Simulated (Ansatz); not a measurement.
NaCl:
```cif
data_ClNa
_chemical_formula_sum 'Na1 Cl1'
_space_group_name_H-M_alt 'Pm-3m'
_space_group_IT_number 221
_space_group_name_Hall '-P 4 2 3'
_cell_length_a 3.44708
_cell_length_b 3.44708
_cell_length_c 3.44708
_cell_angle_alpha 90.000
_cell_angle_beta 90.000
_cell_angle_gamma 90.000
loop_
_atom_site_label
_atom_site_type_symbol
_atom_site_symmetry_multiplicity
_atom_site_Wyckoff_symbol
_atom_site_fract_x
_atom_site_fract_y
_atom_site_fract_z
_atom_site_occupancy
Na1 Na 1 a 0.00000 0.00000 0.00000 1
Cl1 Cl 1 b 0.50000 0.50000 0.50000 1
```

Relaxed with PBEsol. Independent-particle spectrum: no excitons, no local fields, no scissors shift; 0.1 eV broadening; ε₁ of the summed bands alone.

Question: Tabulate the dielectric function from the program Ansatz at the PBEsol level (PAW).

Answer: 

```csv
E (eV),ε₁ xx,ε₂ xx
0.0,3.05,0.00
0.5,3.05,0.00
1.0,3.07,0.00
1.5,3.11,0.00
2.0,3.16,0.00
2.5,3.24,0.00
3.0,3.34,0.00
3.5,3.49,0.00
4.0,3.71,0.00
4.5,4.21,0.06
5.0,4.37,0.67
5.5,4.40,1.00
6.0,4.45,1.32
6.5,4.54,1.66
7.0,4.52,2.33
7.5,4.18,1.86
8.0,6.63,2.84
8.5,4.44,8.51
9.0,2.77,5.53
9.5,0.68,6.78
10.0,-0.60,4.51
10.5,-1.20,3.73
11.0,-0.73,1.90
11.5,0.28,2.15
12.0,-0.28,2.46
```

Question: From ε at 6.0 eV (xx: 4.45 + 1.32i), find n, k, the normal reflectivity and the absorption coefficient.

Answer: n = 2.13, k = 0.310, R = 14 %, α = 2kE/ħc = 190000 cm⁻¹.

With all bands, ε∞ without local fields is 3.10. DFPT, with local fields, gives 2.79.

This is a known high-pressure phase of the composition, computed here at zero pressure and temperature. The cell was relaxed with PBEsol under the symmetry of its start. At this level the phase is dynamically unstable (imaginary phonons).

Potentials: the earlier of the program's two PAW sets.
